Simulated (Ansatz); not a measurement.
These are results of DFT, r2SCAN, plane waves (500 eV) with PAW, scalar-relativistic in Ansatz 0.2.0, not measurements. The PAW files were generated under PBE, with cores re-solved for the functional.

An element in the bcc structure gives this curve. The cell is scaled uniformly from the relaxed one, with fractional coordinates and shape fixed. Energies are extrapolated to zero smearing, pressures are those at the given smearing. Magnetic state: spin not included.

```
V (Å³/atom)  E − E₀ (meV/atom)  P (GPa)
     26.057               67.1     6.80
     27.241               27.7     4.15
     28.425                6.2     1.90
     29.610                0.0    -0.01
     30.794                6.7    -1.65
     31.978               24.4    -3.05
     33.163               51.5    -4.26
```

(1) Which element is it?
A. indium
B. tin
C. bismuth
D. lutetium

Answers

(1) D. Its fit is V₀ = 29.56 Å³/atom, B₀ = 44 GPa, B₀′ = 3.1.
